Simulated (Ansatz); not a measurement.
**Formation energy of LuAl3 (AuCu3-type structure)**

Method: PBEsol, scalar-relativistic; no spin polarisation; PAW, 420 eV, 8×8×8 k-mesh, Gaussian smearing of 0.05 eV; code Ansatz. The datasets are Ansatz's generated set soft_2.

This is a trial structure made by placing the elements on a prototype's sites, so it needn't be the stable form.

Symmetry: Pm-3m, No. 221, cubic system. The conventional cell has a = 4.147 Å, b = 4.147 Å, c = 4.147 Å, α = 90.00°, β = 90.00°, γ = 90.00°. Around Lu (site symmetry m-3m) lie 12 Al at 2.93 Å. Around Al (site symmetry 4/mmm) lie 4 Lu at 2.93 Å and 8 Al at 2.93 Å. (Shells end 15 % past the nearest neighbour.)

The elements were computed in their standard states with the same datasets, cutoff and functional. Absolute energies hang on the potentials; compare differences alone.

Energy of the relaxed cell (4 atoms, smearing extrapolated to zero): -16186.859 eV. Elements, in eV/atom: Lu -14611.485, Al -524.545.

Task: What is the formation energy?

Result: [-16186.859 − (1 × -14611.485 + 3 × -524.545)] / 4 = -0.43 eV/atom, or -42 kJ per mole of atoms.

The value is for 0 K, without zero-point energy. A negative value shows stability against the elements alone, not against other compounds or structures.

These numbers lack spin–orbit coupling.
